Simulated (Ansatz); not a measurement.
## Ti₅Si at several levels of theory

Method: plane-wave DFT with PAW (Ansatz). The atoms stay where they are, in a cell that isn't relaxed at these levels; pressure is positive in compression.

```yaml
crystal:
  lattice:
    - [2.52284, 1.45656, 4.44090]
    - [-2.52284, 1.45656, 4.44090]
    - [0.00000, -2.91312, 4.44090]
  atoms:
    - { symbol: Ti, position: [0.15144, 0.15144, 0.15144] }
    - { symbol: Ti, position: [0.60535, 0.39465, 0.00000] }
    - { symbol: Ti, position: [0.00000, 0.60535, 0.39465] }
    - { symbol: Ti, position: [0.84856, 0.84856, 0.84856] }
    - { symbol: Ti, position: [0.39465, 0.00000, 0.60535] }
    - { symbol: Si, position: [0.50000, 0.50000, 0.50000] }
```

| Quantity | Value |
| --- | --- |
| occupation rule | Gaussian smearing, 0.1 eV |
| spin treatment | unpolarised |

```json
{"functional": "PBEsol", "mesh": "12×12×12", "cutoff (eV)": "420", "gap on mesh (eV)": "metal", "P (GPa)": "-4.4", "largest force (eV/Å)": "0.067"}
{"functional": "LDA", "mesh": "12×12×12", "cutoff (eV)": "420", "gap on mesh (eV)": "metal", "P (GPa)": "-8.5", "largest force (eV/Å)": "0.109"}
{"functional": "PBE", "mesh": "12×12×12", "cutoff (eV)": "420", "gap on mesh (eV)": "metal", "P (GPa)": "0.0", "largest force (eV/Å)": "0.027"}
{"functional": "r2SCAN", "mesh": "12×12×12", "cutoff (eV)": "500", "gap on mesh (eV)": "metal", "P (GPa)": "-1.2", "largest force (eV/Å)": "0.063"}
```

Rough cost on one shared core, as a multiple of the first run's: LDA 0.9, PBE 0.7, r2SCAN 1.5.